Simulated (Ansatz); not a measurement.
**Surface calculation: fcc Cu (100), 5 layers**

The slab is cut from the fcc crystal, the stable phase, as relaxed on PAW files (11.31 Å³/atom), with 16 Å of vacuum and a dipole correction:

```yaml
crystal:
  lattice:
    - [2.51928, 0.00000, 0.00000]
    - [0.00000, 2.51928, 0.00000]
    - [0.00000, 0.00000, 23.12560]
  atoms:
    - { symbol: Cu, position: [0.00000, 0.00000, 0.34594] }
    - { symbol: Cu, position: [0.50000, 0.50000, 0.42297] }
    - { symbol: Cu, position: [0.00000, 0.00000, 0.50000] }
    - { symbol: Cu, position: [0.50000, 0.50000, 0.57703] }
    - { symbol: Cu, position: [0.00000, 0.00000, 0.65406] }
```

Level of theory: DFT with PBEsol, scalar-relativistic, in Ansatz 0.2.0; a Γ-centred 14×14×1 k mesh, Fermi–Dirac smearing of 0.05 eV, no spin polarisation. LAPW: all electrons, basis error target 1 meV/atom; PAW: frozen-core files, cutoff 420 eV.

The bulk energy comes from a cell in the slab's orientation on a 14×14×10 mesh. The surface energy is (E(slab) − N·E(bulk))/2A at zero smearing, the mean of both faces; thin slabs carry quantum-size effects.

The PAW files were made under PBE. The cell is 1×1, so reconstructions are forbidden, and in slabs of four or five layers the relaxations can be far larger than at a real surface.

As cut, the LAPW slab lies 1.473 eV above 5 atoms of bulk. What surface energy is that?

Over two faces of 6.35 Å² it is 116.1 meV/Å², and times 16.02 J/m² per eV/Å² that gives γ = 1.860 J/m².

| method | γ as cut (J/m²) | γ relaxed (J/m²) | Φ as cut (eV) | Φ relaxed (eV) |
| --- | --- | --- | --- | --- |
| LAPW | 1.860 | 1.841 | 4.63 | 4.59 |
| PAW | 1.861 | 1.842 | 4.63 | 4.59 |

How do the spacings between the planes relax?

From the bottom face up: d12 -3.2 % of 1.781 Å, d23 +0.4 % of 1.781 Å, d34 +0.4 % of 1.781 Å, d45 -3.2 % of 1.781 Å.

What changes if the images along the normal are cut off in place of the dipole correction?

LAPW then gives: no gap, work function 4.58 eV; PAW: no gap, work function 4.59 eV.

What changes if the vacuum is set to 13 Å?

LAPW then gives: no gap, work function 4.59 eV; PAW: no gap, work function 4.59 eV.

A 2p core hole is made on one atom of each kind in every 1×1 cell (PAW hole dataset, neutral cell, valence without spin). What does it cost by layer?

layer 1 935.95 eV, layer 2 936.18 eV, layer 3 936.18 eV. Shifts between layers mean more than the absolute values, and a whole layer of holes screens otherwise than one hole.

In the relaxed 1×1 cell, replace the outer, then the middle Cu by Zn, which changes a whole layer. What shift does this Z+1 picture give?

E(outer) − E(middle) = -0.20 eV by LAPW and -0.20 eV by PAW; a positive value puts the surface line at higher binding energy.
